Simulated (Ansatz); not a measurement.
## Phases of Ag at 2.2 GPa

Structure types of Ag are relaxed in primitive cells with their symmetry kept at 2.2 GPa, first on PAW files, then by LAPW. The enthalpy is E + pV at zero temperature, without zero-point motion. Only the types listed were tried, and differences under about 5 meV/atom are mesh noise.

Computed with Ansatz 0.2.0; functional LDA, scalar-relativistic. Settings: Fermi–Dirac smearing of 0.1 eV, no spin polarisation. Methods: LAPW: all electrons, basis error target 0.5 meV/atom; PAW: frozen-core files, cutoff 420 eV.

k meshes: fcc 17×17×17, bcc 17×17×17, hcp 16×16×9, simple hexagonal 16×16×15, diamond 12×12×12, sc 15×15×15.

The PAW files were made under PBE.

```csv
start type,ends as,"a, b, c (Å)",V (Å³/atom),"H − H(lowest), LAPW (meV/atom)"
fcc,"fcc, Fm-3m","3.980, 3.980, 3.980",15.76,0.0
bcc,"bcc, Im-3m","3.166, 3.166, 3.166",15.86,34.4
hcp,"hcp, P6_3/mmc","2.815, 2.815, 4.605",15.80,4.9
simple hexagonal,"simple hexagonal, P6/mmm","2.723, 2.723, 2.654",17.04,?
diamond,"diamond, Fd-3m","5.856, 5.856, 5.856",25.10,?
sc,"sc, Pm-3m","2.629, 2.629, 2.629",18.17,444.0
```

Question: Fill in "H − H(lowest), LAPW (meV/atom)" for the row "simple hexagonal".

Answer: 245.8.

Question: What belongs in the row "diamond", column "H − H(lowest), LAPW (meV/atom)"?

Answer: 1192.8.
